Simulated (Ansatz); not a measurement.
MgS:
```cif
data_Mg4S4
_chemical_formula_sum 'Mg4 S4'
_space_group_name_H-M_alt 'Fm-3m'
_space_group_IT_number 225
_space_group_name_Hall '-F 4 2 3'
_cell_length_a 5.20288
_cell_length_b 5.20288
_cell_length_c 5.20288
_cell_angle_alpha 90.000
_cell_angle_beta 90.000
_cell_angle_gamma 90.000
loop_
_atom_site_label
_atom_site_type_symbol
_atom_site_symmetry_multiplicity
_atom_site_Wyckoff_symbol
_atom_site_fract_x
_atom_site_fract_y
_atom_site_fract_z
_atom_site_occupancy
Mg1 Mg 4 a 0.00000 0.00000 0.00000 1
S1 S 4 b 0.50000 0.50000 0.50000 1
```
(The calculation used a cell of 2 atoms; values per cell refer to that cell.)

Relaxed with r²SCAN. The program Ansatz at the r²SCAN level (PAW) gives a gap of 3.46 eV.

Task: What gap does HSE06 give on the same cell (Ansatz, PAW)?

Result: 3.80 eV, 0.34 eV more. The hybrid was solved on a coarser mesh and at special points; its gap is the smallest among all of these.

```tsv
k	v1 r²SCAN	c1 r²SCAN	v1 HSE06	c1 HSE06
Γ	0.00	4.64	[?]	[?]
X	-1.73	3.46	-1.84	3.80
L	-0.62	5.21	[?]	[?]
W	-2.34	5.92	[?]	[?]
K	-1.40	4.56	[?]	[?]
```

Task: Top valence (v1) and lowest conduction level (c1) in eV from each method's valence maximum (which need not be a listed point): supply the withheld HSE06 values.

Result: 
- K, v1 HSE06: -1.49
- K, c1 HSE06: 4.95
- Γ, v1 HSE06: 0.00
- Γ, c1 HSE06: 4.83
- L, v1 HSE06: -0.65
- L, c1 HSE06: 5.56
- W, v1 HSE06: -2.51
- W, c1 HSE06: 6.40

Cost on shared cores: the r²SCAN run (SCF on a 9×9×9 mesh, then bands and DOS) about 18 core-seconds (a rough figure), the HSE06 run (SCF on 7×7×7, then a few points) about 110 core-seconds (a rough figure); the tasks are unlike.

The cell was relaxed with r²SCAN under the symmetry of its start.

Potentials: the later of the program's two PAW sets.
